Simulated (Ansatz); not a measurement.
PbS:
```
CELL_PARAMETERS angstrom
      4.05317     0.00000     0.00000
     -2.02658     3.51015     0.00000
      0.00000     0.00000     3.78058
ATOMIC_POSITIONS crystal
  Pb 0.00000 0.00000 0.00000
  S  0.66667 0.33333 0.50000
```

Relaxed with r²SCAN. Special points in fractions of this cell's reciprocal vectors: Γ (0.000, 0.000, 0.000); M (0.500, 0.000, 0.000); K (0.333, 0.333, 0.000); A (0.000, 0.000, 0.500); L (0.500, 0.000, 0.500); H (0.333, 0.333, 0.500).

Question: List the band energies nearest the Fermi level at these points for DFT-r²SCAN in the program Ansatz with PAW potentials.

Answer: In eV from the Fermi level; about four levels below and three above (degenerate sets whole), none deeper than 8.9 eV; points with the same levels are listed once.

```tsv
k	below	above
Γ	-6.45 -2.37 -1.77 -1.77	3.82 3.82 5.68
M	-8.69 -2.83 -1.75 -1.31	2.18 4.23 5.77
K	-8.79 -4.33 -1.16	0.21 2.24 3.83
A	-1.18 -1.18	0.15 1.37 4.25 4.25
L	-7.54 -4.26 -4.21 -1.53	2.39 3.05 3.19
H	-4.33 -4.11 -2.46 -0.23	4.71 6.37 8.20
```

Space group P-6m2. The workflow started from a Materials Project entry (that database holds measured and hypothetical structures alike); the Crystallography Open Database copy checked does not list it. It is not the phase usual at ambient conditions (space group No. 225). The cell was relaxed with r²SCAN under the symmetry of its start; its stability against distortions is not shown here. Scalar-relativistic: spin–orbit coupling is off unless named, which matters more the heavier the elements.

Potentials: the later of the program's two PAW sets.
